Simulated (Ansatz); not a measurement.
A generator proposed this cell of Ca2ScGaC6N6.

```
Ca Sc Ga C N
1.0
     0.00000    5.18600    5.18600
     5.18600    0.00000    5.18600
     5.18600    5.18600    0.00000
Ca Sc Ga C N
2 1 1 6 6
Direct
  0.25000 0.25000 0.25000
  0.75000 0.75000 0.75000
  0.50000 0.50000 0.50000
  0.00000 0.00000 0.00000
  0.81720 0.18280 0.18280
  0.18280 0.81720 0.18280
  0.18280 0.18280 0.81720
  0.18280 0.81720 0.81720
  0.81720 0.18280 0.81720
  0.81720 0.81720 0.18280
  0.70440 0.29560 0.29560
  0.29560 0.70440 0.29560
  0.29560 0.29560 0.70440
  0.29560 0.70440 0.70440
  0.70440 0.29560 0.70440
  0.70440 0.70440 0.29560
```

Theory: Ansatz, DFT PBE, scalar-relativistic, plane waves, PAW. Plane waves to 420 eV, a k mesh through Γ of 4×4×4 on the computed 16-atom cell and Gaussian smearing (0.10 eV); no spin polarisation.

The zero of energy is the elements' standard structures at the same level (N₂ as a molecule); no fitted shifts are applied.

Problem. How far from equilibrium is it?

Solution. The pressure is 12.5 GPa (it wants to expand), the largest force is 1.64 eV/Å, and the energy is +0.43 eV/atom against the elements. The shortest distance is 1.17 Å.

Problem. How much does it gain on relaxing, and where does it end?

Solution. Relaxing gains about 0.15 eV/atom (the start's value is from the coarse mesh, so the gain is rough) in 12 ionic steps and ends at +0.28 eV/atom on the finer mesh. The symmetry stays Fm-3m (No. 225). The volume per atom grows by 18.9 %, from 17.4 to 20.7 Å³. The shortest distance goes from 1.17 Å (C–N) to 1.18 Å (C–N). Conventional cell: a = 10.988 Å. Ca is surrounded by 12 N at 3.93 Å and 12 C at 3.93 Å (long against covalent radii, as for large ions); Sc has 6 N at 2.18 Å; Ga is surrounded by 6 C at 2.14 Å; around C lie 1 N at 1.18 Å, 1 Ga at 2.14 Å, 4 C at 3.02 Å, 1 Sc at 3.36 Å, 4 Ca at 3.93 Å and 8 N at 3.95–4.00 Å; N is surrounded by 1 C at 1.18 Å, 1 Sc at 2.18 Å, 4 N at 3.08 Å, 1 Ga at 3.32 Å and 4 Ca at 3.93 Å.

The last run used a 6×6×6 mesh for its 16-atom cell and Gaussian smearing of 0.10 eV. The reference form of C is held partly by dispersion forces, which this level lacks. The relaxation can't lower the symmetry of the start. Symmetry constrained the relaxation, so the result can be a saddle point.
